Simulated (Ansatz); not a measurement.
Level of theory: DFT PBE, scalar-relativistic, plane waves, PAW (Ansatz 0.2.0). Settings: cutoff 420 eV, Γ-centred meshes spaced at most about 0.3 Å⁻¹, and about 0.25 Å⁻¹ or finer for metals (2π included), Gaussian smearing. No spin polarisation in the final relaxations.

These are static total energies at zero pressure.

Two relaxed structures of TePtSe3:

A.

```
CELL_PARAMETERS angstrom
3.05378 1.76310 3.82280
-3.05378 1.76310 3.82280
0.00000 -3.52620 3.82280
ATOMIC_POSITIONS crystal
Te 0.50000 0.50000 0.50000
Pt 0.00000 0.00000 0.00000
Se 0.00000 0.00000 0.50000
Se 0.50000 0.00000 0.00000
Se 0.00000 0.50000 0.00000
```

B.

```
CELL_PARAMETERS angstrom
4.95168 0.00000 0.00000
0.00000 4.95168 0.00000
0.00000 0.00000 6.60000
ATOMIC_POSITIONS crystal
Te 0.00000 0.00000 0.87714
Pt 0.50000 0.50000 0.16729
Se 0.00000 0.00000 0.51155
Se 0.00000 0.50000 0.10093
Se 0.50000 0.00000 0.10093
```

**Question.** Which is lower in energy, and by how much?

**Answer.** B is lower, by 154 meV/atom. A has space group R-3m (No. 166), 24.7 Å³/atom and no gap on its mesh; B has space group P4mm (No. 99), 32.4 Å³/atom and no gap. Counting Se atoms around Pt and Te (those within 1.25 times the shortest such distance or 1.15 times the sum of covalent radii; a plus sign parts nearer from farther groups; the shortest distance is added where it is long for a bond), A has Te 6 from 3.1 Å, Pt 6 and B has Te 1+4, Pt 4. Even the lower one lies +0.21 eV/atom against the reference forms of the elements (uncorrected), so neither is stable at this level. Both come from invented guesses.

Weakly bound directions are ill-defined at this level, which has no dispersion term (P4mm), and this can change margins and order among such cells. Spin–orbit coupling, which can matter for Pt and Te, is left out. A magnetic state wasn't ruled out in cells without spin, among them R-3m. Cells relaxed within their symmetry can be saddle points.
